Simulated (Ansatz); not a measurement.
Ge in space group Fmmm (No. 69; Ge on 8i, Ge on 8h) at seven volumes, DFT-PBEsol in the program Ansatz with PAW potentials, shape and atoms relaxed at each. One row is withheld.

```json
[
 {"V (Å³/atom)": "16.743", "P (GPa)": "9.22"},
 {"V (Å³/atom)": "17.295", "P (GPa)": "?"},
 {"V (Å³/atom)": "17.847", "P (GPa)": "2.56"},
 {"V (Å³/atom)": "18.399", "P (GPa)": "0.01"},
 {"V (Å³/atom)": "18.951", "P (GPa)": "-2.15"},
 {"V (Å³/atom)": "19.503", "P (GPa)": "-3.89"},
 {"V (Å³/atom)": "20.055", "P (GPa)": "-5.37"}
]
```

**Question.** Fit the shown pressures and predict the withheld one.

**Answer.** Third-order Birch–Murnaghan: P = (3/2)B₀(x^(7/2) − x^(5/2))[1 + (3/4)(B′ − 4)(x − 1)] with x = (V₀/V)^(2/3). Least squares on the six rows gives V₀ = 18.400 Å³/atom, B₀ = 77.29 GPa, B′ = 4.97. At V = 17.295, x = 1.0422 and P = 5.58 GPa. The run itself gave 5.61 GPa.

The first step of the workflow began from a Materials Project structure, measured or hypothetical; the Crystallography Open Database copy checked does not list it. It is not the phase usual at ambient conditions (space group No. 227). The cell was relaxed with PBEsol under the symmetry of its start; phonons show weakly imaginary modes.

Potentials: the later of the program's two PAW sets.
